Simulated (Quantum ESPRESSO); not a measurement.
WAl2Ir3Ta2, finding a planted mistake in a log

Simulated, not a measurement. The program is pw.x of Quantum ESPRESSO 7.5 (plane-wave density functional theory). The cell is made up: eight metal atoms on a hexagonal close-packed lattice, with elements, volume, strain and displacements drawn at random and not relaxed, so it may be unstable or far from any real phase. PseudoDojo standard norm-conserving files set the functional (PBE unless stated); there is no spin polarisation or spin-orbit coupling, the Fermi-Dirac width of 0.25 eV means electrons at about 2900 K, and the masses in the input are unused placeholders. Heavy elements are run without spin-orbit coupling, which real alloys of them have. A spin test at this wide smearing found no moment, but such smearing suppresses magnetism that the real alloy may have.

Intended input:

```
&control calculation='scf', pseudo_dir='./dojo.nc.sr.pbe.v0_5.standard.upf', outdir='./o', disk_io='minimal', tprnfor=.true., tstress=.true. /
&system ibrav=0, nat=8, ntyp=4, nbnd=65, ecutwfc=79.96652505, nosym=.true., tot_charge=0,
 occupations='smearing', smearing='fd', degauss=0.0183746611
/
&electrons conv_thr=1.470e-08, electron_maxstep=70, mixing_beta=0.5 /
ATOMIC_SPECIES
Al 1.0 Al.upf
Ir 1.0 Ir.upf
Ta 1.0 Ta.upf
W 1.0 W.upf
CELL_PARAMETERS angstrom
-2.92 0.0 0.0
0.0 0.0 -4.6273
0.0 -10.1152 0.0
ATOMIC_POSITIONS angstrom
W -0.022 -0.1034 -0.1831
Al -0.2766 -5.0401 -0.0534
Ir -0.0999 -3.1508 -2.3076
Ir 0.0616 -8.5306 -2.3455
Ta -1.5324 -2.5766 0.0794
Ir -1.4099 -7.6223 0.0296
Al -1.5477 -0.8397 -2.3024
Ta -1.3799 -5.9572 -2.3502
K_POINTS automatic
8 5 3 1 1 1
```

The log is shortened where brackets say so; the opening notice, blank lines, dates and the lines on written files are dropped, and the path of the files is cut. It prints rydbergs, bohrs and kilobars, and counts compression as positive stress. Its total energy is the free energy E - TS of the whole cell.

Log of the intended run:

```
     Program PWSCF v.7.5
     Parallel version (MPI & OpenMP), running on       4 processor cores
     Number of MPI processes:                 4
     Threads/MPI process:                     1
     [start-up lines left out]
     bravais-lattice index     =            0
     lattice parameter (alat)  =       5.5180  a.u.
     unit-cell volume          =     922.3199 (a.u.)^3
     number of atoms/cell      =            8
     number of atomic types    =            4
     number of electrons       =        97.00
     number of Kohn-Sham states=           65
     kinetic-energy cutoff     =      79.9665  Ry
     charge density cutoff     =     319.8661  Ry
     scf convergence threshold =      1.5E-08
     mixing beta               =       0.5000
     number of iterations used =            8  plain     mixing
     Exchange-correlation= PBE
                           (   1   4   3   4   0   0   0)
     [axes and pseudopotential details left out]
   Cartesian axes
     site n.     atom                  positions (alat units)
         1        W      tau(   1) = (  -0.0075342  -0.0354110  -0.0627055  )
         2        Al     tau(   2) = (  -0.0947260  -1.7260616  -0.0182877  )
         3        Ir     tau(   3) = (  -0.0342123  -1.0790411  -0.7902740  )
         4        Ir     tau(   4) = (   0.0210959  -2.9214384  -0.8032534  )
         5        Ta     tau(   5) = (  -0.5247945  -0.8823973   0.0271918  )
         6        Ir     tau(   6) = (  -0.4828425  -2.6103767   0.0101370  )
         7        Al     tau(   7) = (  -0.5300342  -0.2875685  -0.7884932  )
         8        Ta     tau(   8) = (  -0.4725685  -2.0401370  -0.8048630  )
     number of k points=    60  Fermi-Dirac smearing, width (Ry)=  0.0184
                       cart. coord. in units 2pi/alat
        k(    1) = (  -0.0625000  -0.0481124  -0.0631038), wk =   0.0333333
        k(    2) = (  -0.0625000   0.1443372  -0.0631038), wk =   0.0333333
     [further k points left out]
     Dense  grid:    89143 G-vectors     FFT dimensions: (  32,  50, 120)
     Estimated max dynamical RAM per process >     332.88 MB
     Estimated total dynamical RAM >       1.24 GB
     Initial potential from superposition of free atoms
     starting charge      96.9923, renormalised to      97.0000
     Starting wfcs are   68 randomized atomic wfcs
     total cpu time spent up to now is        7.6 secs
     per-process dynamical memory:   266.8 Mb
     Self-consistent Calculation
     iteration #  1     ecut=    79.97 Ry     beta= 0.50
     Davidson diagonalization with overlap
     ethr =  1.00E-02,  avg # of iterations =  4.0
     Threshold (ethr) on eigenvalues was too large:
     Diagonalizing with lowered threshold
     Davidson diagonalization with overlap
     ethr =  3.73E-04,  avg # of iterations =  2.7
     total cpu time spent up to now is       44.4 secs
     total energy              =   -1112.33035670 Ry
     estimated scf accuracy    <       0.38167066 Ry
     iteration #  2     ecut=    79.97 Ry     beta= 0.50
     Davidson diagonalization with overlap
     ethr =  3.93E-04,  avg # of iterations =  7.5
     total cpu time spent up to now is       67.1 secs
     total energy              =   -1111.42759724 Ry
     estimated scf accuracy    <      21.14044467 Ry
     [iterations 3 to 16 left out]
     iteration # 17     ecut=    79.97 Ry     beta= 0.50
     Davidson diagonalization with overlap
     ethr =  7.20E-11,  avg # of iterations =  1.0
     total cpu time spent up to now is      337.6 secs
     total energy              =   -1112.48141034 Ry
     estimated scf accuracy    <       0.00000002 Ry
     iteration # 18     ecut=    79.97 Ry     beta= 0.50
     Davidson diagonalization with overlap
     ethr =  1.64E-11,  avg # of iterations =  1.1
     total cpu time spent up to now is      352.5 secs
     End of self-consistent calculation
     [lines on levels left out]
!    total energy              =   -1112.48141034 Ry
     estimated scf accuracy    <          9.6E-10 Ry
     smearing contrib. (-TS)   =      -0.09047869 Ry
     internal energy E=F+TS    =   -1112.39093165 Ry
     The total energy is F=E-TS. E is the sum of the following terms:
     one-electron contribution =    -368.38110361 Ry
     hartree contribution      =     227.71420573 Ry
     xc contribution           =    -227.30438905 Ry
     ewald contribution        =    -744.41964471 Ry
     convergence has been achieved in  18 iterations
     Forces acting on atoms (cartesian axes, Ry/au):
     atom    1 type  4   force =     0.00096215    0.08504047    0.07406188
     atom    2 type  1   force =     0.05082517   -0.01913088    0.00414724
     atom    3 type  2   force =    -0.00031167   -0.05911815    0.01825475
     atom    4 type  2   force =    -0.00712992   -0.00002265   -0.00707265
     atom    5 type  3   force =    -0.01475877    0.02097295   -0.02817978
     atom    6 type  2   force =     0.00346929   -0.00815598   -0.02006087
     atom    7 type  1   force =     0.00928084    0.01404608   -0.04093281
     atom    8 type  3   force =    -0.04233709   -0.03363184   -0.00021776
     Total force =     0.162569     Total SCF correction =     0.000130
     Computing stress (Cartesian axis) and pressure
          total   stress  (Ry/bohr**3)                   (kbar)     P=     -147.25
  -0.00089497  -0.00002970  -0.00002118         -131.65       -4.37       -3.12
  -0.00002970  -0.00151240   0.00002529           -4.37     -222.48        3.72
  -0.00002118   0.00002529  -0.00059562           -3.12        3.72      -87.62
     init_run     :      7.13s CPU      7.38s WALL (       1 calls)
     electrons    :    343.51s CPU    344.93s WALL (       1 calls)
     forces       :      3.32s CPU      3.35s WALL (       1 calls)
     stress       :     11.88s CPU     12.17s WALL (       1 calls)
     [timing details left out]
     PWSCF        :   6m 6.06s CPU   6m 8.13s WALL
     JOB DONE.
```

A second run was made from an input with one planted mistake. Its log:

```
     Program PWSCF v.7.5
     Parallel version (MPI & OpenMP), running on       4 processor cores
     Number of MPI processes:                 4
     Threads/MPI process:                     1
     [start-up lines left out]
     bravais-lattice index     =            0
     lattice parameter (alat)  =       5.5180  a.u.
     unit-cell volume          =     922.3199 (a.u.)^3
     number of atoms/cell      =            8
     number of atomic types    =            5
     number of electrons       =        98.00
     number of Kohn-Sham states=           65
     kinetic-energy cutoff     =      79.9665  Ry
     charge density cutoff     =     319.8661  Ry
     scf convergence threshold =      1.5E-08
     mixing beta               =       0.5000
     number of iterations used =            8  plain     mixing
     Exchange-correlation= PBE
                           (   1   4   3   4   0   0   0)
     [axes and pseudopotential details left out]
   Cartesian axes
     site n.     atom                  positions (alat units)
         1        W      tau(   1) = (  -0.0075342  -0.0354110  -0.0627055  )
         2        Al     tau(   2) = (  -0.0947260  -1.7260616  -0.0182877  )
         3        Ir     tau(   3) = (  -0.0342123  -1.0790411  -0.7902740  )
         4        Ir     tau(   4) = (   0.0210959  -2.9214384  -0.8032534  )
         5        Mo     tau(   5) = (  -0.5247945  -0.8823973   0.0271918  )
         6        Ir     tau(   6) = (  -0.4828425  -2.6103767   0.0101370  )
         7        Al     tau(   7) = (  -0.5300342  -0.2875685  -0.7884932  )
         8        Ta     tau(   8) = (  -0.4725685  -2.0401370  -0.8048630  )
     number of k points=    60  Fermi-Dirac smearing, width (Ry)=  0.0184
                       cart. coord. in units 2pi/alat
        k(    1) = (  -0.0625000  -0.0481124  -0.0631038), wk =   0.0333333
        k(    2) = (  -0.0625000   0.1443372  -0.0631038), wk =   0.0333333
     [further k points left out]
     Dense  grid:    89143 G-vectors     FFT dimensions: (  32,  50, 120)
     Estimated max dynamical RAM per process >     336.65 MB
     Estimated total dynamical RAM >       1.25 GB
     Initial potential from superposition of free atoms
     starting charge      97.9918, renormalised to      98.0000
     Starting wfcs are   68 randomized atomic wfcs
     total cpu time spent up to now is        9.1 secs
     per-process dynamical memory:   266.3 Mb
     Self-consistent Calculation
     iteration #  1     ecut=    79.97 Ry     beta= 0.50
     Davidson diagonalization with overlap
     ethr =  1.00E-02,  avg # of iterations =  4.2
     total cpu time spent up to now is       29.8 secs
     total energy              =   -1122.21710006 Ry
     estimated scf accuracy    <       1.08017191 Ry
     iteration #  2     ecut=    79.97 Ry     beta= 0.50
     Davidson diagonalization with overlap
     ethr =  1.10E-03,  avg # of iterations =  4.3
     total cpu time spent up to now is       51.3 secs
     total energy              =   -1120.29503764 Ry
     estimated scf accuracy    <      55.50116947 Ry
     [iterations 3 to 17 left out]
     iteration # 18     ecut=    79.97 Ry     beta= 0.50
     Davidson diagonalization with overlap
     ethr =  3.45E-10,  avg # of iterations =  1.0
     total cpu time spent up to now is      331.7 secs
     total energy              =   -1122.78342650 Ry
     estimated scf accuracy    <       0.00000006 Ry
     iteration # 19     ecut=    79.97 Ry     beta= 0.50
     Davidson diagonalization with overlap
     ethr =  6.10E-11,  avg # of iterations =  1.1
     total cpu time spent up to now is      346.1 secs
     End of self-consistent calculation
     [lines on levels left out]
!    total energy              =   -1122.78342651 Ry
     estimated scf accuracy    <          9.9E-10 Ry
     smearing contrib. (-TS)   =      -0.09874138 Ry
     internal energy E=F+TS    =   -1122.68468513 Ry
     The total energy is F=E-TS. E is the sum of the following terms:
     one-electron contribution =    -375.31812318 Ry
     hartree contribution      =     232.01550581 Ry
     xc contribution           =    -218.16580495 Ry
     ewald contribution        =    -761.21626280 Ry
     convergence has been achieved in  19 iterations
     Forces acting on atoms (cartesian axes, Ry/au):
     atom    1 type  5   force =     0.00166824    0.06475081    0.07270180
     atom    2 type  1   force =     0.04761650    0.00218899    0.00471623
     atom    3 type  2   force =    -0.00085845   -0.05832206    0.01231434
     atom    4 type  2   force =    -0.00721762   -0.00314591   -0.00464662
     atom    5 type  3   force =    -0.01273625    0.03564959   -0.02037097
     atom    6 type  2   force =     0.00363499   -0.00806864   -0.02180711
     atom    7 type  1   force =     0.00976506   -0.00028467   -0.04260872
     atom    8 type  4   force =    -0.04187246   -0.03276811   -0.00029895
     Total force =     0.150176     Total SCF correction =     0.000126
     Computing stress (Cartesian axis) and pressure
          total   stress  (Ry/bohr**3)                   (kbar)     P=     -184.44
  -0.00117716  -0.00000829  -0.00001951         -173.17       -1.22       -2.87
  -0.00000829  -0.00181722   0.00001863           -1.22     -267.32        2.74
  -0.00001951   0.00001863  -0.00076699           -2.87        2.74     -112.83
     init_run     :      8.66s CPU      8.97s WALL (       1 calls)
     electrons    :    336.28s CPU    337.05s WALL (       1 calls)
     forces       :      3.30s CPU      3.32s WALL (       1 calls)
     stress       :     11.36s CPU     11.60s WALL (       1 calls)
     [timing details left out]
     PWSCF        :   5m59.80s CPU   6m 1.17s WALL
     JOB DONE.
```

Question: the log repeats what the program read. Compare it with the intended run: what was wrong in the second input?

Answer: one atom is of a wrong element. The input lines that differ:

```
- &system ibrav=0, nat=8, ntyp=4, nbnd=65, ecutwfc=79.96652505, nosym=.true., tot_charge=0,
+ &system ibrav=0, nat=8, ntyp=5, nbnd=65, ecutwfc=79.96652505, nosym=.true., tot_charge=0,
+ Mo 1.0 Mo.upf
- Ta -1.5324 -2.5766 0.0794
+ Mo -1.5324 -2.5766 0.0794
```

```
                                            intended run  run with the mistake
                          free energy (eV)    -15136.081            -15276.247
         entropy term -TS, part of it (eV)        -1.231                -1.343
                            pressure (GPa)        -14.73                -18.44
size of the largest force component (eV/Å)         2.186                 1.869
largest change of a force component (eV/Å)                               0.548
                                iterations            18                    19
```

For scale, a rerun of the intended cell at a higher cutoff and on a denser mesh moved values by no more than 0.009 eV in energy, 0.10 GPa in stress and 0.020 eV/Å in force, and a second program with other atomic files agreed on that cell to 2 % rms in force and 0.5 GPa in pressure. Files of another functional or element have another zero of energy, so the energy change says nothing on stability.